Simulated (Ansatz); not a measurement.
**Si3N4: a fit and a missing row**

Si3N4, I-43d, a = 6.455 Å. This isn't the usual stable structure of the compound. Ansatz: PBEsol, PAW, 420 eV, Γ-centred 6×6×6 mesh on 14 atoms, Gaussian smearing 0.02 eV; no spin polarisation. Shape and atoms are relaxed at each volume; pressure is positive in compression.

| V (Å³/atom) | P (GPa) |
| --- | --- |
| 8.453 | 40.20 |
| 8.742 | 28.47 |
| 9.030 | 17.81 |
| 9.318 | 8.31 |
| 9.606 | -0.01 |
| 9.894 | -7.33 |
| 10.182 | -13.68 |
| 10.567 | ? |

Q: Take V0 = 9.606 Å³/atom, count pressures from its P0 = -0.01 GPa, fit the third-order Birch–Murnaghan form to the other rows, and predict the missing pressure.

A: With the Eulerian strain f = ½[(V0/V)^(2/3) − 1] and y = (P − P0)/[3f(1 + 2f)^(5/2)], the form is the line y = B0 + 1.5 B0 (B0′ − 4) f. Rows (f, y): 0.04449, 243.4; 0.03242, 250.3; 0.02104, 254.7; 0.01025, 257.2; -0.00975, 262.9; -0.01904, 263.7. Means f = 0.01324, y = 255.37; Σ(Δf)² = 0.002985, ΣΔfΔy = -0.9240; the slope is their ratio. y = 259.5 − 309.6 f GPa, so B0 = 259.5 GPa and B0′ = 4 + 2 × (-309.6)/(3 × 259.5) = 3.20. At V = 10.567, f = -0.03079, y = 269.03 and P = -21.21 GPa. The run gave -20.84 GPa, so the fit is 0.37 GPa too low, 0.61 % of the span of the series, against an rms of 0.17 GPa on the fitted rows. The row lies outside the fitted range. The points of y bend away from a line: a fourth-order term fitted to them gives P = -20.84 GPa at this row's volume (the line -21.21, the run -20.84).

Cost: 8 runs of about 3.3 core-minutes in all, on Oxide Virtual Turin-like Processor (Zen 5) (shared hosts).